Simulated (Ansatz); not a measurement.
Data:

NbP:
Space group Pm-3m (No. 221); a = b = c = 3.062 Å, α = β = γ = 90.00°

```csv
atom,site,symmetry,x,y,z
Nb,1a,m-3m,0.0000,0.0000,0.0000
P,1b,m-3m,0.5000,0.5000,0.5000
```

This is the LDA-relaxed structure.

Task: All from plane-wave PAW LDA (Ansatz code), unless another level is named. Estimate the highest zone-centre frequency.

Result: 215 cm⁻¹.

Task: And the Poisson's ratio?

Result: 0.25.

Task: What about the zero-point energy?

Result: 37.3 meV/atom.

Task: Give the elastic constants (relaxed ions, GPa).

Result: C11 = 395, C12 = 128, C44 = 132.

A made-up cell: these elements were put on the sites of a structure type; neither database checked (COD, Materials Project) lists it. COD files the formula under space group No. 141, so this cell is another polymorph or a model. Whether it is the stable phase at ambient conditions was not checked. The LDA relaxation kept the symmetry of its start; phonons on a q-mesh show no instability. No spin polarisation was allowed. As this level gives no gap, shear constants depend on the k-mesh and smearing (Fermi–Dirac, 0.1 eV here). As this level gives no gap, phonon frequencies hold no LO–TO term and depend on the k-mesh and smearing (Fermi–Dirac, 0.1 eV here).

Potentials: the later of the program's two PAW sets.
